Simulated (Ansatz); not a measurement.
# Mg₃V₂O₈: 25Mg NMR of the central transition

Cell: a computed structure from the Materials Project (it need not be an observed phase).

Space group R-3m:H (No. 166); a = 5.9951, c = 13.7318 Å, γ = 120.00°.

```csv
site,Wyckoff,site symmetry,x,y,z
Mg,9e,.2/m,0.1667,0.3333,0.3333
V,6c,3m,0.0000,0.0000,0.8760
O6,18h,.m,0.8215,0.1785,0.4155
O7,6c,3m,0.0000,0.0000,0.7444
```

One atom of each set is listed; the run and its k-mesh use a cell of 13 atoms with edges of 5.74, 5.74, 5.74 Å.

The numbers come from a DFT calculation in Ansatz (PBE, plane waves and PAW, scalar-relativistic, 420 eV cutoff, Γ-centred 5×5×5 k-points, Fermi–Dirac smearing 0.02 eV).

25Mg has I = 5/2 and Q = 199.4 mb (Pyykkö 2018); at 21.1 T its Larmor frequency is ν₀ = 55.0 MHz. Only the quadrupole interaction is simulated: positions count from each site's isotropic chemical shift, and shift anisotropy, dipolar and J coupling are left out.

Q: Simulate the second-order pattern (static powder, Gaussian broadening 0.8 kHz) of site Mg (6 O at 2.03–2.12 Å).

A: The calculation gives C_Q = 5.79 MHz and η = 0.89, so ν_Q = 0.869 MHz and the centre of gravity lies at -84.0 ppm (-4.62 kHz).

| offset (kHz) | height |
| --- | --- |
| -25.31 | 0 |
| -24.31 | 0 |
| -23.31 | 8 |
| -22.31 | 25 |
| -21.30 | 27 |
| -20.30 | 28 |
| -19.30 | 29 |
| -18.29 | 30 |
| -17.29 | 31 |
| -16.29 | 32 |
| -15.29 | 33 |
| -14.28 | 34 |
| -13.28 | 35 |
| -12.28 | 37 |
| -11.27 | 38 |
| -10.27 | 40 |
| -9.27 | 42 |
| -8.27 | 44 |
| -7.26 | 47 |
| -6.26 | 50 |
| -5.26 | 55 |
| -4.25 | 60 |
| -3.25 | 67 |
| -2.25 | 81 |
| -1.25 | 99 |
| -0.24 | 91 |
| 0.76 | 100 |
| 1.76 | 97 |
| 2.77 | 64 |
| 3.77 | 39 |
| 4.77 | 32 |
| 5.77 | 30 |
| 6.78 | 28 |
| 7.78 | 27 |
| 8.78 | 25 |
| 9.79 | 24 |
| 10.79 | 22 |
| 11.79 | 7 |
| 12.80 | 0 |
| 13.80 | 0 |
